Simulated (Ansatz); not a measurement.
Consider the following.

BaTiO$_{3}$:
Space group Pm-3m (No. 221); a = 4.019 Å, b = 4.019 Å, c = 4.019 Å, α = 90.00°, β = 90.00°, γ = 90.00°

| atom | site | symmetry | x | y | z |
|---|---|---|---|---|---|
| Ba | 1b | m-3m | 0.5000 | 0.5000 | 0.5000 |
| Ti | 1a | m-3m | 0.0000 | 0.0000 | 0.0000 |
| O | 3d | 4/mm.m | 0.0000 | 0.0000 | 0.5000 |

This is the PBE-relaxed structure.

Q: All from the program Ansatz at the PBE level (PAW), unless another level is named. Predict the gap with spin–orbit coupling.

A: 1.77 eV.

Q: What about the electron effective mass with spin–orbit coupling, band 1 of 2 at the edge?

A: 1.2 along [100], 0.80 along [110], 0.66 along [111] (mₑ).

Q: Next, the weight of the valence-edge state by species (Voronoi cells)?

A: O 98 %.

Q: What about the conduction-band minimum?

A: at Γ.

This is a known high-temperature phase of the composition, computed here at zero pressure and temperature. Symmetry was held in the PBE relaxation. At this level the phase is dynamically unstable (imaginary phonons). The run is not spin-polarised. Spin–orbit coupling is left out wherever it is not named.

Potentials: the later of the program's two PAW sets.
